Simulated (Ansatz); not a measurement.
MnS, single point

MnS is taken as an experimental structure (space group Fm-3m, primitive cell doubled), 4 atoms in the cell. Source: COD entry 9005930, which need not be the ambient phase.

These are results of Ansatz, DFT, PBE+U, PAW, plane waves, scalar-relativistic, not measurements.

Input file:

```yaml
crystal:
  lattice:
    - [0.0, -2.61225, -2.61225]
    - [-5.2245, -2.61225, -2.61225]
    - [0.0, 2.61225, -2.61225]
  atoms:
    - { symbol: Mn, position: [0.0, 0.0, 0.0] }
    - { symbol: Mn, position: [0.0, 0.5, 0.5] }
    - { symbol: S, position: [0.5, 0.0, 0.5] }
    - { symbol: S, position: [0.5, 0.5, 0.0] }
hamiltonian:
  xc: pbe
  pseudopotentials: { kind: paw }
  hubbard: { sites: [{ species: Mn, l: d, u_eff: 3.9 }] }
basis:
  ecutwfc: 420
kpoints:
  mp_grid: { grid: [7, 4, 6] }
scf:
  occupations: { method: fermi_dirac, width: 0.03 }
  lower_state_search: "off"
output:
  forces: true
  stress: true
```

Output (shortened):

```
Warning: crystal.symmetry: narrowed to the stabiliser of the k-point mesh — unitary ops 32 → 8; excluded 24 operations that carry a point of the 7×4×6 mesh (shift [0, 0, 0]) off the mesh (the run samples exactly the mesh kpoints.mp_grid names, as under crystal.symmetry.detect: false, and its converged state has the mesh's symmetry, not the crystal's; [...]
Mn: projections on atomic orbitals take those of the free atom [Ne] 3s2 3p6 3d5 4s2, of charge +0.00 (hamiltonian.pseudopotentials.projection_atoms); the dataset's partial waves leave at most 9.0e-7 of an orbital's norm unspanned inside its sphere
S: projections on atomic orbitals take those of the free atom [Ne] 3s2 3p4, of charge +0.00 (hamiltonian.pseudopotentials.projection_atoms); the dataset's partial waves leave at most 1.6e-7 of an orbital's norm unspanned inside its sphere
Pseudopotentials: kind: paw
Pseudopotential: Mn, paw, valence charge 15, recommended cutoff 420 eV (normal), Mn.paw.azcp
Pseudopotential: S, paw, valence charge 6, recommended cutoff 420 eV (normal), S.paw.azcp
Functional definition: PBE
Crystal: 4 atoms, lattice volume = 71.302 Å³
Basis set: ecut = 420 eV, 1417 PW (Γ), exchange–correlation on 50×90×50 points (8 copies of the dense FFT grid, shifted against one another)
Bands: 25, of which v1, the nominal top of the filled ones, is band 21 counted from 1 (20 counted from 0)
Symmetry: 8 space group operations
k-points: 60 of 168
Non-local potential: Mn, projectors of the file, l = 0: 3, l = 1: 2, l = 2: 3, l = 3: 1
Non-local potential: S, projectors of the file, l = 0: 2, l = 1: 2, l = 2: 2
Initial density: superposition of atomic densities (chi_scale 0.1, normalization cell, long waves of neutral atoms under a Hubbard term (reshape's long-wave potential 0.00 eV rms, cloud 2.44 Å wide))
Initial wavefunctions: pseudopotential atomic-orbital guess
Functional: x = pbe(κ = 0.804, μ = 0.2195149727645171), c = pbe(β = 0.06672455060314922)
SCF iter   1: F=—  HF=-9595.375803 eV  |F-HF|=—  |Δ(HF+E_count)|=         —  Δρ=2.96e-1  dr2=7.27e1  ethr=3.10e-3  ⟨swp⟩=4.1  Hψ=11839  notcnv=0
automatic band count: the SCF goes on with 29 bands, as 25 were too few: the levels above may hold too much charge
preconditioner: auto → Kerker (q_TF=auto, 2.498 Å⁻¹)  [metal: Δε(μ)=0.001 eV  Ē_g=6.169 eV  σ=0.030 eV  W_gap=0.01  n_scr=20 (ndim 8)  ℏωp=22.4 eV  f_vac=0.000  D(μ)=14.31/eV (n_scr^D=262)]
SCF iter   2: F=—  HF=-9598.422349 eV  |F-HF|=—  |Δ(HF+E_count)|=    3.05e0  Δρ=2.78e-1  dr2=4.58e1  ethr=3.10e-3  ⟨swp⟩=4.0  Hψ=4927  notcnv=0  defer=67
SCF iter   3: F=—  HF=-9591.042828 eV  |F-HF|=—  |Δ(HF+E_count)|=    7.38e0  Δρ=8.15e-2  dr2=2.15e0  ethr=3.10e-3  ⟨swp⟩=3.8  Hψ=4620  notcnv=0  defer=40
SCF iter   4: F=—  HF=-9592.860243 eV  |F-HF|=—  |Δ(HF+E_count)|=    1.82e0  Δρ=3.14e-2  dr2=2.88e-1  ethr=3.10e-3  ⟨swp⟩=3.5  Hψ=3795  notcnv=0  defer=76
SCF iter   5: F=—  HF=-9593.188836 eV  |F-HF|=—  |Δ(HF+E_count)|=   3.29e-1  Δρ=1.08e-2  dr2=3.00e-2  ethr=6.86e-4  ⟨swp⟩=2.0  Hψ=2586  notcnv=0  defer=126
SCF iter   6: F=—  HF=-9593.242347 eV  |F-HF|=—  |Δ(HF+E_count)|=   5.35e-2  Δρ=1.78e-2  dr2=6.12e-2  ethr=7.14e-5  ⟨swp⟩=3.0  Hψ=3209  notcnv=0  defer=126  recentre
SCF iter   7: F=—  HF=-9593.198355 eV  |F-HF|=—  |Δ(HF+E_count)|=   4.40e-2  Δρ=4.37e-3  dr2=4.67e-3  ethr=7.14e-5  ⟨swp⟩=3.0  Hψ=3270  notcnv=0  defer=126
SCF iter   8: F=—  HF=-9593.198454 eV  |F-HF|=—  |Δ(HF+E_count)|=   9.85e-5  Δρ=2.60e-3  dr2=1.58e-3  ethr=1.11e-5  ⟨swp⟩=2.0  Hψ=2308  notcnv=0  defer=126
SCF iter   9: F=—  HF=-9593.199595 eV  |F-HF|=—  |Δ(HF+E_count)|=   1.14e-3  Δρ=3.36e-3  dr2=2.25e-3  ethr=3.76e-6  ⟨swp⟩=1.0  Hψ=1636  notcnv=0  defer=126
SCF iter  10: F=—  HF=-9593.197450 eV  |F-HF|=—  |Δ(HF+E_count)|=   2.14e-3  Δρ=1.82e-3  dr2=1.03e-3  ethr=3.76e-6  ⟨swp⟩=1.4  Hψ=1849  notcnv=0  defer=126
SCF iter  11: F=—  HF=-9593.197056 eV  |F-HF|=—  |Δ(HF+E_count)|=   3.94e-4  Δρ=8.28e-4  dr2=1.12e-4  ethr=2.45e-6  ⟨swp⟩=2.1  Hψ=2036  notcnv=0  defer=126
SCF iter  12: F=—  HF=-9593.197126 eV  |F-HF|=—  |Δ(HF+E_count)|=   7.00e-5  Δρ=9.84e-4  dr2=1.58e-4  ethr=2.66e-7  ⟨swp⟩=1.0  Hψ=1614  notcnv=0  defer=126
SCF iter  13: F=—  HF=-9593.196972 eV  |F-HF|=—  |Δ(HF+E_count)|=   1.54e-4  Δρ=5.10e-4  dr2=4.36e-5  ethr=2.66e-7  ⟨swp⟩=2.0  Hψ=2876  notcnv=0  defer=126
SCF iter  14: F=—  HF=-9593.196955 eV  |F-HF|=—  |Δ(HF+E_count)|=   1.66e-5  Δρ=3.31e-4  dr2=2.27e-5  ethr=1.04e-7  ⟨swp⟩=2.9  Hψ=2937  notcnv=0  defer=126
SCF iter  15: F=—  HF=-9593.197028 eV  |F-HF|=—  |Δ(HF+E_count)|=   7.25e-5  Δρ=3.43e-4  dr2=2.29e-5  ethr=5.41e-8  ⟨swp⟩=2.9  Hψ=3072  notcnv=0  defer=126
SCF iter  16: F=—  HF=-9593.197089 eV  |F-HF|=—  |Δ(HF+E_count)|=   6.08e-5  Δρ=3.36e-4  dr2=2.39e-5  ethr=5.41e-8  ⟨swp⟩=2.0  Hψ=1949  notcnv=0  defer=126
SCF iter  17: F=—  HF=-9593.197160 eV  |F-HF|=—  |Δ(HF+E_count)|=   7.11e-5  Δρ=3.70e-4  dr2=2.41e-5  ethr=5.41e-8  ⟨swp⟩=2.1  Hψ=2191  notcnv=0  defer=126
SCF iter  18: F=—  HF=-9593.197224 eV  |F-HF|=—  |Δ(HF+E_count)|=   6.45e-5  Δρ=5.08e-4  dr2=4.29e-5  ethr=5.41e-8  ⟨swp⟩=1.9  Hψ=1931  notcnv=0  defer=126
SCF iter  19: F=—  HF=-9593.197317 eV  |F-HF|=—  |Δ(HF+E_count)|=   9.25e-5  Δρ=7.15e-4  dr2=9.24e-5  ethr=5.41e-8  ⟨swp⟩=2.8  Hψ=3038  notcnv=0  defer=126
SCF iter  20: F=—  HF=-9593.197289 eV  |F-HF|=—  |Δ(HF+E_count)|=   2.75e-5  Δρ=6.07e-4  dr2=6.36e-5  ethr=5.41e-8  ⟨swp⟩=2.9  Hψ=2982  notcnv=0  defer=126
SCF iter  21: F=—  HF=-9593.197274 eV  |F-HF|=—  |Δ(HF+E_count)|=   1.50e-5  Δρ=6.22e-4  dr2=8.86e-5  ethr=5.41e-8  ⟨swp⟩=3.0  Hψ=3054  notcnv=0  defer=126
SCF iter  22: F=—  HF=-9593.197225 eV  |F-HF|=—  |Δ(HF+E_count)|=   4.89e-5  Δρ=3.86e-4  dr2=2.72e-5  ethr=5.41e-8  ⟨swp⟩=2.0  Hψ=2782  notcnv=0  defer=126
SCF iter  23: F=—  HF=-9593.197238 eV  |F-HF|=—  |Δ(HF+E_count)|=   1.25e-5  Δρ=4.04e-4  dr2=3.45e-5  ethr=5.41e-8  ⟨swp⟩=2.0  Hψ=1956  notcnv=0  defer=126
SCF iter  24: F=—  HF=-9593.197265 eV  |F-HF|=—  |Δ(HF+E_count)|=   2.73e-5  Δρ=5.21e-4  dr2=5.61e-5  ethr=5.41e-8  ⟨swp⟩=2.4  Hψ=2422  notcnv=0  defer=126
SCF iter  25: F=—  HF=-9593.197231 eV  |F-HF|=—  |Δ(HF+E_count)|=   3.47e-5  Δρ=3.41e-4  dr2=2.28e-5  ethr=5.41e-8  ⟨swp⟩=2.4  Hψ=2886  notcnv=0  defer=126
SCF iter  26: F=—  HF=-9593.197202 eV  |F-HF|=—  |Δ(HF+E_count)|=   2.80e-5  Δρ=8.26e-5  dr2=1.88e-6  ethr=5.41e-8  ⟨swp⟩=2.4  Hψ=2846  notcnv=0  defer=126
SCF iter  27: F=—  HF=-9593.197202 eV  |F-HF|=—  |Δ(HF+E_count)|=   6.97e-7  Δρ=2.44e-5  dr2=1.25e-7  ethr=4.47e-9  ⟨swp⟩=2.0  Hψ=2887  notcnv=0  defer=126
SCF iter  28: F=-9593.197202 eV  HF=-9593.197202 eV  |F-HF|=1.23e-8  |Δ(HF+E_count)|=   8.70e-8  Δρ=9.60e-6  dr2=1.58e-8  ethr=2.38e-10  ⟨swp⟩=4.0  Hψ=5778  notcnv=0
the last iteration of the SCF fills more bands at one k-point than at another: 18 at k=8 and 22 at k=0 (a band counts as filled where it holds over half of its capacity, the bands of one level by their mean; [...]
The SCF converged. Along the directions that its mixing steps explored, a Ritz value of the dielectric operator 1 − χ₀K read negative at each of the last 4 readings (its real part and the size of its imaginary part sum to between -1.3 and -1.2).
SCF 1 converged in 28 iterations: F = -9593.197202 eV  dr2 = 1.58e-8
  greatest PAW one-centre occupation: 1.000 electrons in one spin orbital (limit 2), on the Mn atom at site 1 (counted from 0), in its partial waves of l = 1
No search for a lower state was made along the close's negative reading: the deck asks for none (scf.lower_state_search: off) (following: asked_to_warn; scf.lower_state_search in the input reference).
SCF converged after 28 iterations
Free energy (F): -9593.197202 eV
Harris-Foulkes:  -9593.197202 eV  (|F-HF|=1.23e-8)
Internal energy: -9593.150048 eV  (E = F + TS)
E sigma→0 (E₀):  -9593.173625 eV
Entropy (-TS):   -0.047153 eV (-11.788 meV/atom)
Fermi energy:    8.421689 eV
--- Per-component energies (eV) ---
  E_band       = -600.807786
  E_kinetic    = 815.129605
  E_local      = -4930.415501  (includes V_loc(G=0)·N_el)
  E_nonlocal   = 553.811196
  E_hartree    = 2025.489042
  E_xc         = -413.971775
  E_vxc        = -455.671818  (∫ρ·V_xc dr)
  E_hubbard    = 4.515572  (on-site DFT+U / exact-exchange correction)
  E_vhub       = -13.384024  (the Hubbard potential's part of the band-sum identity)
  E_paw        = -3808.902646  (= ΣΔE_a)
  E_vpaw       = -621.259719  (= ΣTr[D̂ρ^β])
  E_aug_tail   = -0.000015  (compensation charges beyond the density's cutoff)
  E_ewald      = -3838.805528
  E_smearing   = -0.047153  (= −TS)
  E_closure    = 0.000000  (closes the sum)
  Σ components = -9593.197202   (vs F -9593.197202, Δ=0.00e0)
--- Forces (eV/Å), atoms counted from 1 ---
  atom   1  Mn    -0.00000000     0.00000000     0.00000000
  atom   2  Mn    -0.00000000     0.00000000    -0.00000000
  atom   3  S      0.00000000     0.00000000     0.00000000
  atom   4  S      0.00000000     0.00000000    -0.00000000
  max |Σ_I F_I| component: 5.68e-29 eV/Å
--- Stress (GPa, compression-positive) ---
      -15.060863       0.012118       0.012118
        0.012119     -15.194357       0.031977
        0.012119       0.031977     -15.194357
  P = ⅓ Tr σ = -15.1499 GPa (-151.499 kbar)
```

Among 15 converged runs of this cell from various starts and settings, this end is 2269 meV/atom above the lowest found (antiferromagnetic, site moments Mn1 4.48, Mn2 -4.48 μB, total 0.00 μB per cell, a gap of 1.12 eV on the k-mesh).

A static U favours moments and orbital order; the result depends on U and need not be the measured state. The mesh has less symmetry than the lattice, which lowers the symmetry of the run.

The run took 8.7 s on 2 threads of x86-64 server CPU, on a shared host, peak memory 0.52 GiB.
